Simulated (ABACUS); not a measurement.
A self-consistent single point of SiC (F-43m, 8 atoms in the cell; from Materials Project mp-8062, changed as shown).

```xyz
8
Lattice="4.4411 0.0000 0.0000 0.0000 4.4411 0.0000 0.0000 0.0000 4.4411" Properties=species:S:1:pos:R:3 pbc="T T T"
Si     1.1103     1.1103     3.3308
Si     1.1103     3.3308     1.1103
Si     3.3308     1.1103     1.1103
Si     3.3308     3.3308     3.3308
C      0.0000     0.0000     0.0000
C      0.0000     2.2205     2.2205
C      2.2205     0.0000     2.2205
C      2.2205     2.2205     0.0000
```

Computed with LDA (PW92), numerical atomic orbitals SZP (confined pseudo-atomic orbitals with Gaussian additions; energy shift 0.01 Ry), PseudoDojo 0.4 standard norm-conserving LDA (tails mended) pseudopotentials (ABACUS).

ABACUS settings:

```
key                                                                   value
---------------  ----------------------------------------------------------
basis                   SZP numerical atomic orbitals, energy shift 0.01 Ry
KPT                                                       Gamma 6 6 6 0 0 0
basis_type                                                             lcao
dft_functional                                                        PWLDA
ecutwfc                                                              100 Ry
smearing_method                                                          fd
smearing_sigma                                               0.000734986 Ry
potentials       PseudoDojo 0.4 standard norm-conserving LDA (tails mended)
symmetry                                                                  1
symmetry_prec                                                         1e-05
ks_solver                                                           genelpa
scf_nmax                                                                100
scf_thr                                                             1.0e-07
mixing_type                                                         broyden
mixing_beta                                                             0.4
```

Results:

* **Number of valence electrons**: 32
* **Number of bands**: 26
* **Number of k-points after the program's reduction**: 20
* **Size of the basis**: 72
* **Number of SCF iterations**: 9
* **Free energy E − TS**: -1118.1261 eV
* **Top of the valence band (on the code's own zero)**: 8.40 eV
* **Gap on the k-point mesh**: 1.50 eV
* **Pressure**: -5.40 GPa

Stress (GPa, positive for compression):
```
-5.40   0.00   0.00
 0.00  -5.40   0.00
 0.00   0.00  -5.40
```

Gaps are taken between levels on the mesh.

For comparison: a first run was changed to give this one (lattice scaled by 1.02), and from it to this one the free energy falls by 1.4 meV/atom, the pressure goes from 6.68 to -5.40 GPa and the gap on the mesh goes from 1.468 to 1.500 eV.

The atom-centred basis is finite, which shifts total energies, pressures and gaps against plane waves. A single-zeta basis is rough, for pressures and forces above all. The structure comes from a collection of computed structures, made at another level of theory; the collection holds predicted forms beside known ones.

The atomic orbitals were generated for these runs; they are not ABACUS's published sets and were checked against plane waves on a few crystals only.

“Tails mended”: in these copies of the files the far tail of each local potential was reset to the Coulomb form.
